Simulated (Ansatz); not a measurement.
A scan (energy against volume; even scaling of the relaxed cell, symmetry kept) gave these values. Computed with PBE-D3(BJ) (plane waves to 420 eV, PAW, scalar-relativistic; Ansatz, a quantum-chemistry and plane-wave program).

| Quantity | Result |
|---|---|
| Bulk modulus at fixed cell shape B₀ (third-order Birch-Murnaghan fit) | 46.2 GPa |
| Pressure derivative B₀′ (fit) | 4.2 |
| Equilibrium volume of the fit | 21.65 Å³/atom |

Question: Of these crystals, all scanned alike, which one is it?
A) TaS₂ (CdI2 type)
B) HfS₂ (CdI2 type)
C) BN (h-BN type, space group P6_3/mmc)

Answer: B, HfS₂ (CdI2 type). The others have, for the bulk modulus at fixed cell shape: BN 242 GPa, TaS2 59.6 GPa

All were relaxed with their symmetry unable to fall. HfS2 is run without spin polarisation. Spin-orbit coupling is left out. TaS2 is run without spin polarisation. With the shape held, the modulus is that of even scaling; a crystal free to change shape is softer.

(A scan under strain: stresses follow from slopes of the energy per volume, elastic moduli from its curvatures.)
